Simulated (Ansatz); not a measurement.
CuI in space group P6_422 (No. 181; Cu on 3d, I on 3c), DFT-PBE+D3(BJ) in the program Ansatz with PAW potentials, all energies at zero smearing, with the estimated change up to a 700 eV cutoff added, with one set of potentials and settings (totals compare only within such a set). Cell of 6 atoms (3 Cu, 3 I): -42416.740 eV.

```
element             reference phase  E (eV/atom)
-------  --------------------------  -----------
Cu       Fm-3m, 1 atoms in the cell   -6625.7717
I         Cmce, 4 atoms in the cell   -7513.2016
```

Formation energy per atom, worked out: (-42416.740 − 3×(-6625.7717) − 3×(-7513.2016))/6 = 0.030 eV/atom (3 kJ per mol of atoms), at 0 K, without zero-point energy or fitted corrections.

The start of the workflow was typed in or built on a structure type; neither database checked (COD, Materials Project) lists it. It is not the phase usual at ambient conditions (space group No. 216). The cell was relaxed with PBE+D3(BJ) under the symmetry of its start; its stability against distortions is not shown here. The workflow began spin-polarised and lost its moments. The volume moved by -32 % from the start of the relaxation. The references are the lowest solids computed at this level, not always the standard phases. Spin–orbit coupling is left out wherever it is not named.

Potentials: the later of the program's two PAW sets.
